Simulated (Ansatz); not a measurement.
A geometry of InSe away from equilibrium: step 2 of the relaxation of a relaxed InSe cell stretched uniformly to 150 % of its volume. The numbers are results of r2SCAN (plane waves to 500 eV, PAW, scalar-relativistic; Ansatz, an electronic-structure program), not measurements. Γ-centred k-mesh 6×6×2 on the run's cell (coarser than for final values), Fermi–Dirac smearing 0.05 eV. The plane waves were selected for a different cell earlier on the path.

```yaml
crystal:
  lattice:
    - [4.43753, 0.00000, 0.00000]
    - [-2.21877, 3.84302, 0.00000]
    - [0.00000, 0.00000, 19.15010]
  atoms:
    - { symbol: In, position: [0.33333, 0.66667, 0.66864] }
    - { symbol: In, position: [0.66667, 0.33333, 0.16864] }
    - { symbol: In, position: [0.66667, 0.33333, 0.33136] }
    - { symbol: In, position: [0.33333, 0.66667, 0.83136] }
    - { symbol: Se, position: [0.33333, 0.66667, 0.10732] }
    - { symbol: Se, position: [0.66667, 0.33333, 0.60732] }
    - { symbol: Se, position: [0.66667, 0.33333, 0.89268] }
    - { symbol: Se, position: [0.33333, 0.66667, 0.39268] }
```

Task: What forces act on the atoms (eV/Å)?

Result: 
| atom | Fx | Fy | Fz |
|---|---|---|---|
| In1 | 0.00 | 0.00 | 0.26 |
| In2 | 0.00 | 0.00 | 0.26 |
| In3 | 0.00 | 0.00 | -0.26 |
| In4 | 0.00 | 0.00 | -0.26 |
| Se5 | 0.00 | 0.00 | 0.57 |
| Se6 | 0.00 | 0.00 | 0.57 |
| Se7 | 0.00 | 0.00 | -0.57 |
| Se8 | 0.00 | 0.00 | -0.57 |

The path ends in P6₃/mmc (No. 194). No spin polarisation in the result. Without a van der Waals term the distances between weakly bound units are poorly fixed.

The run could not lose the symmetry of its start.

Without dispersion the volume is uncertain too.
